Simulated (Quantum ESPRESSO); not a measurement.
**Kohn-Sham bands of CsCdCl₃ (cubic perovskite)**

```xyz
5
Lattice="5.2644 0.0000 0.0000 0.0000 5.2644 0.0000 0.0000 0.0000 5.2644" Properties=species:S:1:pos:R:3 pbc="T T T"
Cs     0.0000     0.0000     0.0000
Cd     2.6322     2.6322     2.6322
Cl     0.0000     2.6322     2.6322
Cl     2.6322     0.0000     2.6322
Cl     2.6322     2.6322     0.0000
```

Materials Project entry mp-568544; symmetrised, unrelaxed at this level. COD (Crystallography Open Database) records the formula in this space group. Ideal cubic forms of this type are often high-temperature phases that distort on cooling; symmetry holds the cell here, and its stability was not tested. Method: PBEsol plane waves in Quantum ESPRESSO 7.5 (PseudoDojo norm-conserving files, 82 Ry, spinors with spin-orbit coupling), Bloch states on a 4×4×4 mesh through Γ, Wannier90 4.0.1. Density: 6×6×6 mesh, cold smearing 0.01 Ry.

Energies are relative to the valence-band maximum; weights are on the orthonormalised atomic waves of the pseudopotential files, averaged over the group. 50 electrons a cell are treated as valence.

**Question.** Into which isolated groups do the bands fall, where do they lie and what are they made of?

**Answer.** 
| bands | from (eV) | to (eV) | filling | weight on atomic waves |
|---|---|---|---|---|
| 1–2 | -100.40 | -100.40 | filled | Cd 4s 100 % |
| 3–4 | -65.58 | -65.58 | filled | Cd 4p 100 % |
| 5–8 | -59.73 | -59.73 | filled | Cd 4p 100 % |
| 9–10 | -18.90 | -18.88 | filled | Cs 5s 99 % |
| 11–16 | -13.42 | -12.91 | filled | Cl 3s 93 % |
| 17–22 | -7.18 | -6.78 | filled | Cd 4d 63 %, Cs 5p 32 % |
| 23–28 | -6.51 | -6.01 | filled | Cd 4d 94 % |
| 29–32 | -5.41 | -5.21 | filled | Cs 5p 95 % |
| 33–50 | -4.84 | 0.00 | filled | Cl 3p 92 % |

The Kohn-Sham gap over both meshes and the path is 1.62 eV.
